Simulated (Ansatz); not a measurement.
**Elastic constants of LuH$_{2}$ (Fm-3m) under pressure**

```xyz
3
Lattice="0.0000 2.4795 2.4795 2.4795 0.0000 2.4795 2.4795 2.4795 0.0000" Properties=species:S:1:pos:R:3 pbc="T T T"
Lu    0.0000    0.0000    0.0000
H     1.2398    1.2398    1.2398
H     3.7193    3.7193    3.7193
```

This is the zero-pressure cell. At each pressure cell and atoms are relaxed in this structure, and the constants are slopes of the stress at strains of ±0.005 with relaxed ions (the coefficients that govern stability under load). Level: PBEsol, PAW on Ansatz 0.2.0's default frozen-core files (fitted under PBE), scalar-relativistic; k mesh 14×14×14, strains of ±0.005, Fermi-Dirac smearing of 0.100 eV, cutoff 420 eV. P is the pressure of the relaxed cell, less that of this one.

```
P (GPa)    V/V₀  C11 (GPa)  C12 (GPa)  C44 (GPa)
   0.00  1.0000      151.2       71.4       80.0
   1.00  0.9901      155.2       75.0       81.4
   2.02  0.9804      159.3       78.8       82.8
   4.04  0.9624      167.1       86.1       85.4
   7.00       ?          ?          ?          ?
  10.03  0.9169      189.2      107.5       91.9
  15.03  0.8855      206.7      125.3       96.2
```

Q: Does the bulk modulus from the constants agree with the pressure-volume curve?

A: A third-order Birch-Murnaghan fit to the volumes shown (F against f, f = [(V₀/V)^(2/3) − 1]/2) gives B₀ = 97.9 GPa and B′ = 3.8. Its −V dP/dV stands beside (C11 + 2C12)/3:

```csv
P (GPa),from P(V),from the constants
0.00,97.9,98.0
1.00,101.7,101.7
2.02,105.6,105.6
4.04,113.1,113.1
10.03,134.8,134.8
15.03,152.3,152.4
```

Q: What are the pressure derivatives at zero pressure?

A: Slopes at V₀ of quadratic fits in −ln(V/V₀) through the first four rows shown, divided by B₀: dC11/dP = 4.1, dC12/dP = 3.7, dC44/dP = 1.5. The mean slopes up to 2.0 GPa are 4.0, 3.7, 1.4; curvature and scatter of the constants part the two. The combination (dC11/dP + 2 dC12/dP)/3 = 3.8 stands against B′.

Q: Fill the row at 7.00 GPa.

A: Cubic fits in −ln(V/V₀) through all rows shown give C11 = 178.3, C12 = 96.8, C44 = 88.8 GPa. Computed: V/V₀ = 0.9386, C11 (GPa) = 178.4, C12 (GPa) = 96.8, C44 (GPa) = 88.8.

Q: Does a shear stiffness soften?

A: C44 goes from 80.0 to 96.2 GPa; (C11 − C12)/2 goes from 39.9 to 40.7 GPa, through a maximum of 40.8 near 10 GPa. Neither ends more than 3 % under its start, and the lattice stays mechanically stable over this range.

Caveats: no other phase was computed; many crystals of this kind change structure within this range, and rows or crossings beyond such a change describe a metastable lattice; frozen-core PAW files fitted under PBE, their cores solved anew for the functional of the run; responses of metals move with mesh and smearing; phonons weren't checked at these pressures.
